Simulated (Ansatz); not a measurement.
Calculation for hcp Os (0001), 5 layers: DFT, LDA, all-electron LAPW, scalar-relativistic (Ansatz 0.2.0). This run: Ir in place of Os in the outer layer.

The slab is cut from a bulk crystal relaxed on PAW files (its atoms may have been relaxed since).

Command: `ansatz run input.yaml --threads 2 --pin off --max-ram 4096MiB --backend cpu --events-out ev --progress --plain --runs-dir out` It took 3.5 min on 2 threads of AMD EPYC 7R32 (Zen 2) (shared host), peak memory 1.4 GiB.

```yaml
crystal:
  lattice:
    - [2.7156192245, 0.0, 0.0]
    - [-1.3578096122, 2.3517952354, 0.0]
    - [0.0, 0.0, 24.5824]
  atoms:
    - { symbol: Ir, position: [0.0, 0.0, 0.3280289655] }
    - { symbol: Os, position: [0.3333333333, 0.6666666667, 0.411918714] }
    - { symbol: Os, position: [0.0, 0.0, 0.5000000025] }
    - { symbol: Os, position: [0.3333333333, 0.6666666667, 0.5880812825] }
    - { symbol: Os, position: [0.0, 0.0, 0.6719710352] }
kpoints:
  mp_grid: { grid: [15, 15, 1] }
scf:
  occupations: { method: fermi_dirac, width: 0.1 }
hamiltonian:
  xc: lda
  pseudopotentials: { kind: all_electron, lapw: { basis_error: 0.001 } }
output:
  forces: true
  stress: true
  eigenvalues: true
efield:
  axis: 3
  amplitude: 0
  dipole_correction: true
```

Output:

```
LAPW: plane waves up to 9.166 Å⁻¹, error target 1.0e-3 eV per atom; small_component_spin mean_spin; Os in spheres of 1.295 Å, 46 of its electrons in bands, Dirac shells []; Ir in spheres of 1.295 Å, 47 of its electrons in bands, Dirac shells [] (how accurate: hamiltonian.pseudopotentials.lapw.basis_error, Limitations)
Engine: ansatz 0.2.0
Pseudopotentials: kind: all_electron
Pseudopotential: Ir, LAPW, valence charge 47, lapw/all_electron/scalar/gaussian/Ir, Koelling and Harmon's equation, gaussian nucleus
Pseudopotential: Os, LAPW, valence charge 46, lapw/all_electron/scalar/gaussian/Os, Koelling and Harmon's equation, gaussian nucleus
Functional definition: SPW92
  exchange = slater_x
  correlation = pw_c
Crystal: 5 atoms, lattice volume = 156.997 Å³
Basis set: ecut = 320.1197396292819 eV, 1955 PW (Γ), exchange–correlation at level 2
Bands: 139, of which v1, the nominal top of the filled ones, is band 116 counted from 1 (115 counted from 0)
Symmetry: 6 space group operations
Space group: P3m1 (ITA 156), of the structure as read, at distance tolerance 5.4e-5 Å
k-points: 27 of 225 (time reversal used)
Non-local potential: Ir, projectors of the file, none
Non-local potential: Os, projectors of the file, none
Initial density: superposition of atomic densities (neutral atoms: chi_scale 0, normalization atom)
Initial wavefunctions: plane waves of lowest kinetic energy (no species holds an atomic orbital)
Functional: x = slater, c = lda
iter 1 solved again at ethr=2.41e-3 eV; its pass at ethr=1.00e-1 eV (dr2=5.57e0 eV) is discarded
SCF iter   1: F=—  HF=-2361393.126263 eV  |F-HF|=—  |Δ(HF+E_count)|=         —  Δρ=2.63e-2  dr2=5.57e0  ethr=2.41e-3  p=0.000 e·Å  D=1.94e-7 V/Å  ΔV_dip=-0.00 eV  dr2_dipole=5.02e-1  V_vac-E_F(+/−)=6.95/6.95 eV  ⟨swp⟩=2.1  Hψ=22918  notcnv=0
efield: sawtooth ramp at fractional position 0.9500 (placed from the atoms, in the widest stretch of the axis that holds none; the zero of the levels goes with the place), width 0.1000; the density the first Hamiltonian is built on has a dipole p = 0.000 e·Å; the dipole correction subtracts the counter field D = 1.26e-7 V/Å, which shifts the + side's vacuum level by -0.00 eV against the − side's; the planar-averaged density in the ramp window peaks in size at 7.2e-7 e/Å³
preconditioner: auto → LDOS  [metal: Δε(μ)=0.026 eV  Ē_g=39.880 eV  σ=0.100 eV  W_gap=0.06  n_scr=76 (ndim 8)  ℏωp=32.6 eV  f_vac=0.540  D(μ)=4.36/eV (n_scr^D=16)  β→1.0]
SCF iter   2: F=—  HF=-2361392.752278 eV  |F-HF|=—  |Δ(HF+E_count)|=   3.74e-1  Δρ=1.79e-2  dr2=1.32e0  ethr=2.41e-3  p=0.003 e·Å  D=3.27e-3 V/Å  ΔV_dip=-0.08 eV  dr2_dipole=6.79e-3  V_vac-E_F(+/−)=5.76/5.84 eV  ⟨swp⟩=3.0  Hψ=11570  notcnv=0
SCF iter   3: F=—  HF=-2361392.023946 eV  |F-HF|=—  |Δ(HF+E_count)|=   7.28e-1  Δρ=4.71e-3  dr2=1.57e-1  ethr=5.71e-4  p=0.002 e·Å  D=2.65e-3 V/Å  ΔV_dip=-0.07 eV  dr2_dipole=5.41e-3  V_vac-E_F(+/−)=5.96/6.02 eV  ⟨swp⟩=3.0  Hψ=11672  notcnv=0
iter 4 solved again at ethr=4.74e-6 eV; its pass at ethr=6.81e-5 eV (dr2=1.10e-2 eV) is discarded
SCF iter   4: F=—  HF=-2361391.955448 eV  |F-HF|=—  |Δ(HF+E_count)|=         —  Δρ=1.22e-3  dr2=1.09e-2  ethr=4.74e-6  p=0.003 e·Å  D=2.92e-3 V/Å  ΔV_dip=-0.07 eV  dr2_dipole=6.30e-5  V_vac-E_F(+/−)=5.79/5.86 eV  ⟨swp⟩=2.0  Hψ=18656  notcnv=0
[... lines left out ...]
  E_band       = -30910.229721
  E_kinetic    = 2663840.423247
  E_xc         = -45163.767492
  E_efield     = 0.000007  (sawtooth field / dipole correction)
  E_electrostatic = -4980068.461015  (all electrons and nuclei)
  E_smearing   = -0.148418  (= −TS)
  E_closure    = 0.000000  (closes the sum)
  E_atoms      = -2361333.784317  (free atoms, spherical and without spin; not in F)
  Σ components = -2361391.953671   (vs F -2361391.953671, Δ=0.00e0)
  Basis errors (estimates in eV, not in F): energy 3.0e-4 per atom: plane waves 2.7e-4 (1.5e-4 summed), levels above the bands 1.3e-60, relativity 1.6e-8, radial functions 3.0e-5, core shells 3.6e-8; eigenvalues (radial functions only) 9.3e-7; not estimated: angular momenta, meshes, grids; target (lapw.basis_error) 1.0e-3; muffin-tin radii Os 1.295 Å, Ir 1.295 Å
--- Forces (eV/Å), atoms counted from 1 ---
  atom   1  Ir    -0.00000000    -0.00000000    -0.71667871
  atom   2  Os    -0.00000000     0.00000000     1.08484401
  atom   3  Os    -0.00000000    -0.00000000    -0.25298192
  atom   4  Os     0.00000000    -0.00000000    -0.25742460
  atom   5  Os     0.00000000     0.00000000     0.14216399
  max |Σ_I F_I| component: 7.72e-5 eV/Å
--- Stress (GPa, compression-positive) ---
       -4.556925      -0.000000       0.000000
       -0.000000      -4.556925       0.000000
        0.000000       0.000000       0.742592
  P = ⅓ Tr σ = -2.7904 GPa (-27.904 kbar)
--- Band table (eV; the first three rows and the last of 27) ---
  k-point 0: bands = ["-478.4803", "-478.4759", "-478.4759", "-453.9795", "-453.9776", "-453.9776", "-453.9250", "-453.9198", "-453.9198", "-453.7655", "-453.7559", "-453.7559", "-453.5203", "-453.4951", "-453.4951", "-273.5784", "-273.5681", "-273.5681", "-273.5512", "-273.5512", "-256.0848", "-256.0848", "-256.0828", "-256.0749", "-256.0749", "-256.0279", "-256.0248", "-256.0248", "-256.0209", "-256.0209", "-255.8721", "-255.8596", "-255.8596", "-255.8570", "-255.8570", "-255.6271", "-255.6046", "-255.6046", "-255.5928", "-255.5928", "-81.3162", "-75.5444", "-75.4958", "-75.3067", "-75.0229", "-45.7215", "-45.7024", "-45.7024", "-45.7010", "-45.6998", "-45.6895", "-45.6895", "-38.1696", "-37.8157", "-37.8157", "-36.1088", "-36.0976", "-36.0976", "-36.0949", "-36.0930", "-36.0930", "-36.0828", "-36.0486", "-36.0436", "-36.0408", "-36.0408", "-36.0387", "-36.0387", "-36.0261", "-35.8887", "-35.8789", "-35.8779", "-35.8779", "-35.8719", "-35.8719", "-35.8594", "-35.6398", "-35.6247", "-35.6247", "-35.6087", "-35.6081", "-35.6081", "-35.5891", "-35.3607", "-35.0681", "-34.5501", "-34.5310", "-34.5310", "-34.4896", "-34.4896", "-34.2717", "-34.2717", "-34.2056", "-33.9584", "-33.9584", "0.4643", "1.4979", "2.9069", "3.2700", "3.4949", "7.6755", "7.6755", "7.6884", "7.7846", "7.7846", "7.9448", "7.9448", "7.9458", "8.3647", "8.3659", "8.3659", "8.8626", "8.8626", "8.8975", "9.9806", "9.9806", "10.8756", "10.8756", "10.9250", "11.6832", "11.9768", "11.9768", "12.7184", "12.7184", "13.0645", "13.0645", "16.6036", "16.8533", "17.7817", "19.0795", "20.4109", "22.4077", "22.4825", "24.0746", "24.2349", "24.8043", "25.6287", "25.9854", "26.6488"]
  k-point 1: bands = ["-478.4803", "-478.4759", "-478.4759", "-453.9795", "-453.9776", "-453.9776", "-453.9250", "-453.9198", "-453.9198", "-453.7655", "-453.7559", "-453.7559", "-453.5203", "-453.4951", "-453.4951", "-273.5784", "-273.5681", "-273.5681", "-273.5512", "-273.5512", "-256.0848", "-256.0848", "-256.0828", "-256.0749", "-256.0749", "-256.0279", "-256.0248", "-256.0248", "-256.0209", "-256.0209", "-255.8721", "-255.8596", "-255.8596", "-255.8570", "-255.8570", "-255.6271", "-255.6046", "-255.6046", "-255.5928", "-255.5928", "-81.3143", "-75.5415", "-75.4928", "-75.3043", "-75.0204", "-45.7213", "-45.7026", "-45.7025", "-45.7008", "-45.7002", "-45.6895", "-45.6894", "-38.1654", "-37.8429", "-37.8221", "-36.1084", "-36.0977", "-36.0975", "-36.0945", "-36.0932", "-36.0929", "-36.0835", "-36.0483", "-36.0432", "-36.0410", "-36.0407", "-36.0389", "-36.0387", "-36.0268", "-35.8885", "-35.8785", "-35.8781", "-35.8779", "-35.8719", "-35.8717", "-35.8601", "-35.6397", "-35.6251", "-35.6248", "-35.6084", "-35.6080", "-35.6079", "-35.5898", "-35.3480", "-35.0651", "-34.5967", "-34.5620", "-34.5402", "-34.4990", "-34.4842", "-34.3088", "-34.2790", "-34.2050", "-33.9901", "-33.9662", "0.6465", "1.6727", "3.0840", "3.4405", "3.6754", "7.3631", "7.4919", "7.5925", "7.7341", "7.8068", "7.9057", "8.0487", "8.0864", "8.2042", "8.3840", "8.4809", "8.7685", "8.9929", "9.0564", "9.8201", "9.9103", "10.4438", "10.8293", "10.9820", "11.1354", "11.9516", "12.2188", "12.7473", "13.1237", "13.2008", "13.8787", "16.7358", "17.0005", "17.9058", "19.2123", "20.5065", "22.4717", "22.5802", "24.4049", "24.6027", "24.9690", "25.9024", "26.0804", "26.8081"]
  k-point 2: bands = ["-478.4803", "-478.4759", "-478.4759", "-453.9795", "-453.9776", "-453.9776", "-453.9250", "-453.9198", "-453.9198", "-453.7655", "-453.7559", "-453.7559", "-453.5203", "-453.4951", "-453.4951", "-273.5784", "-273.5681", "-273.5681", "-273.5512", "-273.5512", "-256.0848", "-256.0848", "-256.0828", "-256.0749", "-256.0749", "-256.0279", "-256.0248", "-256.0248", "-256.0209", "-256.0209", "-255.8721", "-255.8596", "-255.8596", "-255.8570", "-255.8570", "-255.6271", "-255.6046", "-255.6046", "-255.5928", "-255.5928", "-81.3090", "-75.5333", "-75.4841", "-75.2974", "-75.0132", "-45.7209", "-45.7030", "-45.7027", "-45.7010", "-45.7003", "-45.6895", "-45.6891", "-38.1537", "-37.9192", "-37.8404", "-36.1075", "-36.0979", "-36.0972", "-36.0938", "-36.0934", "-36.0928", "-36.0854", "-36.0473", "-36.0423", "-36.0413", "-36.0404", "-36.0394", "-36.0385", "-36.0287", "-35.8880", "-35.8792", "-35.8782", "-35.8770", "-35.8721", "-35.8711", "-35.8621", "-35.6392", "-35.6262", "-35.6250", "-35.6085", "-35.6073", "-35.6067", "-35.5917", "-35.3118", "-35.0597", "-34.7021", "-34.6618", "-34.5663", "-34.5254", "-34.4839", "-34.3983", "-34.2998", "-34.2181", "-34.0737", "-33.9881", "1.1659", "2.1596", "3.5657", "3.9029", "4.1703", "6.8607", "6.9857", "7.1045", "7.3631", "7.8736", "8.0068", "8.1426", "8.1753", "8.2442", "8.5007", "8.7597", "8.8313", "9.0377", "9.3395", "9.3745", "9.8547", "9.9595", "10.6011", "10.7673", "11.3113", "11.8926", "12.6262", "12.8039", "13.2703", "14.0887", "15.2318", "17.1234", "17.4562", "18.2688", "19.6095", "20.7601", "22.6014", "22.8840", "25.1812", "25.3156", "25.5788", "26.1610", "26.7035", "27.4155"]
  k-point 26: bands = ["-478.4803", "-478.4759", "-478.4759", "-453.9795", "-453.9776", "-453.9776", "-453.9250", "-453.9198", "-453.9198", "-453.7655", "-453.7559", "-453.7559", "-453.5203", "-453.4951", "-453.4951", "-273.5784", "-273.5681", "-273.5681", "-273.5512", "-273.5512", "-256.0848", "-256.0848", "-256.0828", "-256.0749", "-256.0749", "-256.0279", "-256.0248", "-256.0248", "-256.0209", "-256.0209", "-255.8721", "-255.8596", "-255.8596", "-255.8570", "-255.8570", "-255.6271", "-255.6046", "-255.6046", "-255.5928", "-255.5928", "-81.2669", "-75.4687", "-75.4152", "-75.2433", "-74.9562", "-45.7176", "-45.7089", "-45.7050", "-45.7050", "-45.6963", "-45.6884", "-45.6883", "-38.2500", "-38.2391", "-38.0602", "-36.1007", "-36.1005", "-36.1001", "-36.0996", "-36.0930", "-36.0926", "-36.0852", "-36.0450", "-36.0448", "-36.0438", "-36.0418", "-36.0380", "-36.0369", "-36.0323", "-35.8844", "-35.8841", "-35.8836", "-35.8771", "-35.8701", "-35.8689", "-35.8661", "-35.6364", "-35.6308", "-35.6304", "-35.6066", "-35.6066", "-35.6051", "-35.5957", "-35.2060", "-35.1321", "-35.1203", "-35.0951", "-35.0736", "-34.9148", "-34.7901", "-34.6555", "-34.5593", "-34.4865", "-34.3662", "-34.2751", "4.6842", "5.2321", "5.3115", "5.3941", "5.5554", "5.9809", "6.1637", "6.2229", "6.4816", "7.5723", "7.6162", "7.9299", "8.0135", "8.0738", "8.6560", "8.7153", "9.6797", "9.8676", "11.0605", "11.5488", "12.3322", "12.5658", "12.7566", "12.7852", "13.0006", "16.7225", "17.0027", "17.5096", "18.3661", "18.8017", "18.8698", "19.8856", "20.1417", "20.2476", "21.8949", "22.2735", "22.9046", "23.2559", "23.8027", "24.2564", "24.7814", "24.9259", "25.0175", "25.3720"]
```

Next run (Ir in place of Os in the middle layer), as changes to the input before:

```diff
   atoms:
-    - { symbol: Ir, position: [0.0, 0.0, 0.3280289655] }
+    - { symbol: Os, position: [0.0, 0.0, 0.3280289655] }
-    - { symbol: Os, position: [0.0, 0.0, 0.5000000025] }
+    - { symbol: Ir, position: [0.0, 0.0, 0.5000000025] }
```

Results part of the output:

```
SCF 1 converged in 9 iterations: F = -2361391.663029 eV  dr2 = 4.35e-8
SCF converged after 9 iterations
[... lines left out ...]
  k-point 2: bands = ["-478.8922", "-478.8529", "-478.8529", "-453.9279", "-453.9279", "-453.9207", "-453.9207", "-453.9207", "-453.9207", "-453.5039", "-453.5039", "-453.4769", "-453.4769", "-453.4769", "-453.4769", "-273.9853", "-273.9545", "-273.9545", "-273.9360", "-273.9360", "-256.0286", "-256.0286", "-256.0286", "-256.0286", "-256.0268", "-256.0268", "-256.0212", "-256.0212", "-256.0212", "-256.0212", "-255.6082", "-255.6082", "-255.5887", "-255.5887", "-255.5887", "-255.5887", "-255.5739", "-255.5739", "-255.5739", "-255.5739", "-81.7282", "-75.4804", "-75.4802", "-74.9941", "-74.9941", "-46.1238", "-46.1093", "-46.1088", "-46.0847", "-46.0843", "-46.0785", "-46.0709", "-38.6500", "-38.3308", "-38.2509", "-36.0461", "-36.0461", "-36.0444", "-36.0444", "-36.0437", "-36.0436", "-36.0423", "-36.0423", "-36.0416", "-36.0415", "-36.0411", "-36.0411", "-36.0263", "-36.0263", "-35.6205", "-35.6205", "-35.6086", "-35.6086", "-35.6076", "-35.6076", "-35.5923", "-35.5923", "-35.5912", "-35.5912", "-35.5870", "-35.5870", "-35.5720", "-35.5720", "-35.1372", "-35.1112", "-34.6332", "-34.6271", "-34.5109", "-34.5096", "-34.2434", "-34.2394", "-34.0600", "-34.0589", "-33.9673", "-33.9673", "1.0419", "2.2422", "3.3997", "4.0377", "4.2504", "6.6642", "6.8500", "6.8633", "7.5183", "7.7263", "7.8069", "7.9918", "8.1059", "8.4440", "8.7042", "8.8609", "8.9193", "9.0630", "9.2866", "9.4311", "9.8370", "10.0608", "10.6037", "11.0013", "11.3446", "11.7929", "12.3978", "13.0739", "13.1207", "14.2616", "15.1367", "17.1306", "17.4525", "18.2768", "19.6307", "20.7063", "22.3492", "22.9239", "25.2363", "25.2852", "25.6022", "26.2066", "26.7180", "27.4091"]
  k-point 26: bands = ["-478.8922", "-478.8529", "-478.8529", "-453.9279", "-453.9279", "-453.9207", "-453.9207", "-453.9207", "-453.9207", "-453.5039", "-453.5039", "-453.4769", "-453.4769", "-453.4769", "-453.4769", "-273.9853", "-273.9545", "-273.9545", "-273.9360", "-273.9360", "-256.0286", "-256.0286", "-256.0286", "-256.0286", "-256.0268", "-256.0268", "-256.0212", "-256.0212", "-256.0212", "-256.0212", "-255.6082", "-255.6082", "-255.5887", "-255.5887", "-255.5887", "-255.5887", "-255.5739", "-255.5739", "-255.5739", "-255.5739", "-81.6860", "-75.4155", "-75.4155", "-74.9369", "-74.9369", "-46.1217", "-46.1114", "-46.1114", "-46.0834", "-46.0833", "-46.0787", "-46.0733", "-38.6641", "-38.6523", "-38.5528", "-36.0465", "-36.0464", "-36.0461", "-36.0461", "-36.0422", "-36.0417", "-36.0415", "-36.0415", "-36.0414", "-36.0414", "-36.0414", "-36.0413", "-36.0303", "-36.0303", "-35.6177", "-35.6176", "-35.6132", "-35.6132", "-35.6129", "-35.6129", "-35.5905", "-35.5905", "-35.5890", "-35.5890", "-35.5869", "-35.5869", "-35.5760", "-35.5760", "-35.1130", "-35.0980", "-35.0613", "-35.0568", "-34.9583", "-34.9466", "-34.4677", "-34.4674", "-34.3736", "-34.3703", "-34.2675", "-34.2660", "4.5554", "5.1286", "5.1382", "5.3861", "5.4160", "6.1632", "6.2241", "6.2385", "6.2537", "7.5122", "7.5536", "7.6177", "8.5817", "8.6609", "8.7430", "8.7447", "9.3925", "9.7976", "11.2516", "11.8408", "12.3378", "12.3839", "12.4055", "12.7560", "12.8828", "16.5699", "16.7676", "17.7394", "18.5678", "18.6762", "18.8582", "19.8753", "20.2438", "20.3277", "21.7458", "22.1944", "22.7756", "23.2724", "23.7135", "24.0207", "24.7842", "24.9276", "25.1517", "25.3802"]
```

Spin–orbit coupling is left out, which matters for the heavy atoms. The cell is 1×1, so reconstructions are forbidden, and in slabs of four or five layers the relaxations can be far larger than at a real surface.
